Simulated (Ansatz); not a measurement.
This In₄SbAs₃ structure is the end of a relaxation. The cell was found from a structure generator's guess, not taken from experiment.

Method: DFT PBE, scalar-relativistic, plane waves, PAW in Ansatz. Cutoff 420 eV, Γ-centred mesh, Gaussian smearing, no spin polarisation.

```
In Sb As
1.0
     4.45647    0.00000    0.00000
     0.00000    4.45647    0.00000
     0.00000    0.00000   12.58951
In Sb As
4 1 3
Direct
  0.50000 0.00000 0.87962
  0.00000 0.50000 0.12038
  0.50000 0.00000 0.36192
  0.00000 0.50000 0.63808
  0.00000 0.00000 0.50000
  0.00000 0.00000 0.00000
  0.50000 0.50000 0.24111
  0.50000 0.50000 0.75889
```

Formation energies are uncorrected and refer to the elements' standard structures at the same level.

Question: What space group does it have?

Answer: P-4m2 (No. 115), with Sb and As ordered on zinc blende sites. Conventional cell: a = 4.456 Å, c = 12.590 Å. In on its first site is surrounded by 4 As at 2.69–2.70 Å; In on its second site is surrounded by 2 As at 2.70 Å and 2 Sb at 2.83 Å; Sb has 4 In at 2.83 Å; As on a site of symmetry -4m2 has 4 In at 2.69 Å; 1 more site not described.

Question: What is its formation energy per atom?

Answer: −0.20 eV/atom. Whether it is stable depends on the other phases of the system, which aren't compared here.

Question: Is it a metal?

Answer: There is no gap on the 8×8×4 mesh, but valence and conduction bands meet within 0.015 eV, so at this level it has a zero gap rather than a metal's Fermi surface.

The last run used an 8×8×4 mesh (in the run's order of axes) for its 8-atom cell and Gaussian smearing of 0.10 eV. Spin–orbit coupling, which can matter for Sb, is left out. The zero gap may come from the functional, which often closes small gaps. The reference form of As is held partly by dispersion forces, which this level lacks. A later test with randomly moved atoms came back to the same energy, though modes that don't fit the test's cell weren't probed.
